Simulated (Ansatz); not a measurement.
Structure: COD 2102244, as refined from experiment and not relaxed.

WC: DFT, PBEsol, PAW with Ansatz's default frozen-core files, scalar-relativistic (Ansatz 0.2.0).

Command: `ansatz run input.yaml --threads 1 --pin off --max-ram 3072MiB --backend cpu --events-out ev --progress --plain --runs-dir out` The run took 26 s on 1 thread of Arm Neoverse V1 (shared host), peak memory 0.4 GiB.

```yaml
crystal:
  lattice:
    - [2.900501436, 0.0, 0.0]
    - [-1.450250718, 2.5119079273, 0.0]
    - [0.0, 0.0, 2.829]
  atoms:
    - { symbol: W, position: [0.0, 0.0, 0.0] }
    - { symbol: C, position: [0.6666666667, 0.3333333333, 0.5] }
kpoints:
  mp_grid: { grid: [14, 14, 13] }
  band_path:
    path:
      - [0.0, 0.0, 0.0]
      - [0.5, 0.0, 0.0]
      - [0.3333333333, 0.3333333333, 0.0]
      - [0.0, 0.0, 0.0]
      - [0.0, 0.0, 0.5]
      - [0.5, 0.0, 0.5]
      - [0.3333333333, 0.3333333333, 0.5]
      - [0.0, 0.0, 0.5]
      - [0.5, 0.0, 0.5]
    npoints: 14
scf:
  occupations: { method: fermi_dirac, width: 0.05 }
hamiltonian:
  xc: pbesol
  pseudopotentials: { kind: paw }
output:
  forces: true
  stress: true
  eigenvalues: true
  efg: { contact_densities: true }
  populations: true
  bader: true
  dos: { projected: true, de: 0.2, e_range: [-14, 8] }
  write_density: true
  write_potential: true
  elf: true
  volumetric_format: npy
```

Output:

```
W: output.efg is read without spin–orbit coupling, which moves field gradients at and beside such atoms by some per cent and up to a factor of two; PAW files take it under magnetization.noncollinear and magnetization.spin_orbit
Engine: ansatz 0.2.0
Pseudopotentials: kind: paw
Pseudopotential: W, paw, valence charge 14, recommended cutoff 420 eV (normal)
Pseudopotential: C, paw, valence charge 4, recommended cutoff 420 eV (normal)
Functional definition: PBEsol
  exchange = pbesol_x
  correlation = pbesol_c
Crystal: 2 atoms, lattice volume = 20.612 Å³
Basis set: ecut = 420 eV, 405 PW (Γ), exchange–correlation on 40×40×40 points (8 copies of the dense FFT grid, shifted against one another)
Bands: 13, of which v1, the nominal top of the filled ones, is band 9 counted from 1 (8 counted from 0)
Symmetry: 12 space group operations
Space group: P-6m2 (ITA 187), of the structure as read, at distance tolerance 2.7e-5 Å
k-points: 168 of 2548 (time reversal used)
Non-local potential: W, projectors of the file, l = 0: 3, l = 1: 2, l = 2: 2, l = 3: 1
Non-local potential: C, projectors of the file, l = 0: 2, l = 1: 2, l = 2: 1
PAW form: soft (Blöchl's): semilocal exchange-correlation on the pseudo side does not see the compensation charge
PAW frozen core: W, regenerated for the run's functional, and the local potential with it (the file was generated under x = pbe(κ = 0.804, μ = 0.2195149727645171), c = pbe(β = 0.06672455060314922))
PAW frozen core: C, regenerated for the run's functional, and the local potential with it (the file was generated under x = pbe(κ = 0.804, μ = 0.2195149727645171), c = pbe(β = 0.06672455060314922))
PAW one-centre angular grid: W, 590 points (default); XC on 64 Gauss nodes
PAW one-centre angular grid: C, 110 points (default); XC on 64 Gauss nodes
Initial density: superposition of atomic densities (neutral atoms: chi_scale 0, normalization atom), corrected by the library's trained network
Initial wavefunctions: pseudopotential atomic-orbital guess
Functional: x = pbesol(κ = 0.804, μ = 0.12345679012345678), c = pbesol(β = 0.046)
SCF iter   1: F=—  HF=-10503.734825 eV  |F-HF|=—  |Δ(HF+E_count)|=         —  Δρ=1.22e-2  dr2=2.62e-2  ethr=1.77e-3  ⟨swp⟩=5.8  Hψ=10947  notcnv=0
preconditioner: auto → none  [metal: Δε(μ)=0.065 eV  Ē_g=10.141 eV  σ=0.050 eV  W_gap=0.30  n_scr=8 (ndim 8)  ℏωp=25.9 eV  f_vac=0.000  D(μ)=0.31/eV (n_scr^D=0)  sad-step TF]
SCF iter   2: F=—  HF=-10503.733149 eV  |F-HF|=—  |Δ(HF+E_count)|=   1.68e-3  Δρ=7.78e-3  dr2=1.23e-2  ethr=1.45e-4  ⟨swp⟩=1.0  Hψ=3530  notcnv=0
SCF iter   3: F=—  HF=-10503.730961 eV  |F-HF|=—  |Δ(HF+E_count)|=   2.19e-3  Δρ=8.72e-4  dr2=9.38e-5  ethr=6.82e-5  ⟨swp⟩=2.0  Hψ=3610  notcnv=0
SCF iter   4: F=—  HF=-10503.730917 eV  |F-HF|=—  |Δ(HF+E_count)|=   4.45e-5  Δρ=2.42e-4  dr2=4.60e-6  ethr=5.21e-7  ⟨swp⟩=2.2  Hψ=3503  notcnv=0
SCF iter   5: F=—  HF=-10503.730918 eV  |F-HF|=—  |Δ(HF+E_count)|=   9.81e-7  Δρ=4.16e-5  dr2=1.86e-7  ethr=2.56e-8  ⟨swp⟩=1.4  Hψ=2602  notcnv=0
SCF iter   6: F=-10503.730918 eV  HF=-10503.730918 eV  |F-HF|=5.62e-9  |Δ(HF+E_count)|=   1.03e-9  Δρ=7.16e-6  dr2=8.73e-9  ethr=5.56e-10  ⟨swp⟩=8.6  Hψ=12404  notcnv=0
SCF 1 converged in 6 iterations: F = -10503.730918 eV  dr2 = 8.73e-9
  greatest PAW one-centre occupation: 1.000 electrons in one spin orbital (limit 2), on the W atom at site 0 (counted from 0), in its partial waves of l = 0
NSCF: frozen V_eff on 113 k-points
SCF converged after 6 iterations
Free energy (F): -10503.730918 eV
Harris-Foulkes:  -10503.730918 eV  (|F-HF|=5.62e-9)
Internal energy: -10503.728318 eV  (E = F + TS)
E sigma→0 (E₀):  -10503.729618 eV
Entropy (-TS):   -0.002600 eV (-1.300 meV/atom)
Fermi energy:    20.592316 eV
--- Per-component energies (eV) ---
  E_band       = -57.922497
  E_kinetic    = 542.120835
  E_local      = -662.158235  (includes V_loc(G=0)·N_el)
  E_nonlocal   = 28.124668
  E_hartree    = 233.755689
  E_xc         = -314.618944
  E_vxc        = -300.162078  (∫ρ·V_xc dr)
  E_paw        = -8530.868602  (= ΣΔE_a)
  E_vpaw       = -133.356483  (= ΣTr[D̂ρ^β])
  E_aug_tail   = -0.000064  (compensation charges beyond the density's cutoff)
  E_ewald      = -1800.326557
  E_core_change = 0.242893  (= ΣΔE_core)
  E_smearing   = -0.002600  (= −TS)
  E_closure    = 0.000000  (closes the sum)
  Σ components = -10503.730918   (vs F -10503.730918, Δ=0.00e0)
--- Forces (eV/Å), atoms counted from 1 ---
  atom   1  W     -0.00000000     0.00000000     0.00000000
  atom   2  C      0.00000000     0.00000000     0.00000000
  max |Σ_I F_I| component: 3.15e-16 eV/Å
--- Stress (GPa, compression-positive) ---
       -0.780836      -0.000000       0.000000
        0.000000      -0.780836       0.000000
        0.000000       0.000000      -0.567915
  P = ⅓ Tr σ = -0.7099 GPa (-7.099 kbar)
--- PAW observables at the nuclei: V_zz in 10²¹ V/m², potentials from the cell's mean, atoms counted from 1 ---
  atom   1  W  V_zz =   -13.755863   η = 0.0000   by run symmetry: allowed
            electrostatic potential = -14818.536306 V   contact ρ = 8810900.678994 e/Å³
  atom   2  C  V_zz =    +0.038353   η = 0.0000   by run symmetry: allowed
            electrostatic potential = -431.781346 V   contact ρ = 861.027415 e/Å³
--- Band table (eV; the first three rows and the last of 168) ---
  k-point 0: bands = ["-53.2684", "-17.2854", "-17.1782", "-17.1782", "6.1225", "16.2282", "17.2273", "17.2273", "20.7172", "23.8508", "23.8508", "26.2768", "26.2768"]
  k-point 1: bands = ["-53.2660", "-17.3320", "-17.1742", "-17.1742", "6.2697", "16.1616", "17.2939", "17.2939", "20.6927", "23.3426", "23.3426", "26.5785", "26.5785"]
  k-point 2: bands = ["-53.2592", "-17.4593", "-17.1631", "-17.1631", "6.6955", "15.8576", "17.4859", "17.4859", "20.8080", "22.3759", "22.3759", "26.8756", "26.8756"]
  k-point 167: bands = ["-53.1596", "-17.8467", "-17.7259", "-17.5940", "9.6524", "13.4093", "15.1431", "18.8655", "19.9259", "25.0628", "27.0572", "28.0492", "29.9187"]
--- Löwdin populations: 2 sites ---
  site symbol       q [e]
     0      W     13.2151
     1      C      4.7021
  spilling = 0.004601 (of n_electrons = 18.000000)
--- Bader charges: 2 sites ---
  site symbol  charge [e]  shift [e]
     0      W      1.3862     0.0035
     1      C     -1.3862     0.0035
  estimated error of the sums over rays = 7.6e-4 e
```

populations.tsv:

```
# site	symbol	l	j	q
# orbitals = lowdin
# n_electrons = 18.000000
# spilling = 0.004601
0	W	0_5S	-	1.950766
0	W	0_6S	-	0.544651
0	W	1_5P	-	5.986027
0	W	2_5D	-	4.733636
1	C	0_2S	-	1.272288
1	C	1_2P	-	3.429807
```

bader_charges.tsv:

```
# site	symbol	x_ang	y_ang	z_ang	partial_charge_e	electrons	volume_ang3	relative_density_drop	shared_charge_e	partial_wave_shift_e
# quadrature_error_electrons = 7.6e-4
0	W	0.0000	0.0000	0.0000	1.38617	72.61383	11.48	-	1.38617	0.00351
1	C	1.4503	0.8373	1.4145	-1.38617	7.38617	9.13	-	-1.38617	0.00351
```
